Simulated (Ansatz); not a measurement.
HfSi2:
```
HfSi2
1.0
    1.82553    -7.17220     0.00000
    1.82553     7.17220     0.00000
    0.00000     0.00000     3.63586
Si Hf
4 2
Direct
  0.94473   0.05527   0.75000
  0.05527   0.94473   0.25000
  0.24985   0.75015   0.75000
  0.75015   0.24985   0.25000
  0.60472   0.39528   0.75000
  0.39528   0.60472   0.25000
```

Relaxed with PBEsol. Special points in fractions of this cell's reciprocal vectors: Γ (0.000, 0.000, 0.000); Y (-0.500, 0.500, 0.000); C0 (-0.266, 0.734, 0.000); Σ0 (0.266, 0.266, 0.000); Z (0.000, 0.000, 0.500); A0 (0.266, 0.266, 0.500); E0 (-0.266, 0.734, 0.500); T (-0.500, 0.500, 0.500); S (0.000, 0.500, 0.000); R (0.000, 0.500, 0.500).

### Question
List the band energies nearest the Fermi level at these points for PBEsol in the plane-wave PAW code Ansatz.

### Answer
In eV from the Fermi level; about four levels below and three above (degenerate sets whole), none deeper than 8.9 eV; points with the same levels are listed once.

| k | below | above |
|---|---|---|
| Γ | -2.68 -2.59 -2.56 -2.54 | 0.02 1.14 1.25 |
| Y | -2.91 -2.90 -2.11 -1.63 | 0.45 1.13 1.31 |
| C0 | -1.63 -1.02 -0.73 -0.16 | 0.91 1.15 1.59 |
| Z | -2.06 -2.06 -0.08 -0.08 | 0.23 0.23 1.68 1.68 |
| A0 | -3.49 -3.49 -2.52 -2.52 | 1.62 1.62 3.10 3.10 |
| T | -2.41 -2.41 -1.01 -1.01 | 0.08 0.08 2.48 2.48 |
| S | -1.72 -0.92 -0.56 -0.51 | 0.88 0.91 2.12 |
| R | -3.50 -3.50 -2.52 -2.52 | 2.00 2.00 2.78 2.78 |

Space group Cmcm. The cell was relaxed with PBEsol under the symmetry of its start. The run is not spin-polarised. Spin–orbit coupling is left out wherever it is not named.

Potentials: the later of the program's two PAW sets.
